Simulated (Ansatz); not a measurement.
BN:
```xyz
2
Lattice="0.0000 1.7899 1.7899 1.7899 0.0000 1.7899 1.7899 1.7899 0.0000" Properties=species:S:1:pos:R:3 pbc="T T T"
B      0.0000     0.0000     0.0000
N      0.8950     0.8950     0.8950
```

Cartesian axes are those of the cell as given.

### Question
Give the proper piezoelectric stress tensor with relaxed ions from plane-wave PAW LDA (Ansatz code).

### Answer
In C/m², rows x, y, z, Voigt columns; mesh uncertainty up to 0.00.
```
 0.00   0.00   0.00  -0.73   0.00   0.00
 0.00   0.00   0.00   0.00  -0.73   0.00
 0.00   0.00   0.00   0.00   0.00  -0.73
```

The elastic tensor of the same run (GPa):

```
824  190  190  0.0  0.0  0.0
190  824  190  0.0  0.0  0.0
190  190  824  0.0  0.0  0.0
0.0  0.0  0.0  475  0.0  0.0
0.0  0.0  0.0  0.0  475  0.0
0.0  0.0  0.0  0.0  0.0  475
```

### Question
Convert to strain constants d = e·S.

### Answer
In pC/N:
```
 0.0   0.0   0.0  -1.5   0.0   0.0
 0.0   0.0   0.0   0.0  -1.5   0.0
 0.0   0.0   0.0   0.0   0.0  -1.5
```

Space group F-43m (zinc blende). The cell was relaxed with LDA under the symmetry of its start; phonons on a q-mesh show no instability.

Potentials: the earlier of the program's two PAW sets.
